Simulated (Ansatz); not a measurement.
ScIr3:
```yaml
crystal:
  lattice:
    - [3.87018, 0.00000, 0.00000]
    - [0.00000, 3.87018, 0.00000]
    - [0.00000, 0.00000, 3.87018]
  atoms:
    - { symbol: Sc, position: [0.00000, 0.00000, 0.00000] }
    - { symbol: Ir, position: [0.00000, 0.50000, 0.50000] }
    - { symbol: Ir, position: [0.50000, 0.00000, 0.50000] }
    - { symbol: Ir, position: [0.50000, 0.50000, 0.00000] }
```

Relaxed with LDA. Special points in fractions of this cell's reciprocal vectors: Γ (0.000, 0.000, 0.000); X (0.000, 0.500, 0.000); M (0.500, 0.500, 0.000); R (0.500, 0.500, 0.500).

List the band energies nearest the Fermi level at these points for plane-wave PAW LDA (Ansatz code).

In eV from the Fermi level; about four levels below and three above (degenerate sets whole), none deeper than 8.9 eV; points with the same levels are listed once.

```csv
k,below,above
Γ,-5.75 -5.75 -5.75 -1.98 -1.98 -1.98,0.17 0.17 1.60
X,-1.78 -1.02 -0.96 -0.96,0.50 2.14 2.44 2.44
M,-1.60 -1.60 -0.71 -0.65 -0.43,3.10 3.10 3.48
R,-2.14 -2.14 -2.14 -1.21 -1.21 -0.12,0.96 0.96 0.96
```

Space group Pm-3m (Cu3Au type). The first step of the workflow began from a Materials Project structure, measured or hypothetical; the Crystallography Open Database copy checked does not list it. With Sc and Ir taken as one species the cell has the higher symmetry Fm-3m, so it may be an ordered model of a mixed-site phase. Its standing as an ambient phase is unchecked. Symmetry was held in the LDA relaxation; of distortions, only those at the zone centre were tested. The run is not spin-polarised. Scalar-relativistic: spin–orbit coupling is off unless named, which matters more the heavier the elements.

Potentials: the later of the program's two PAW sets.
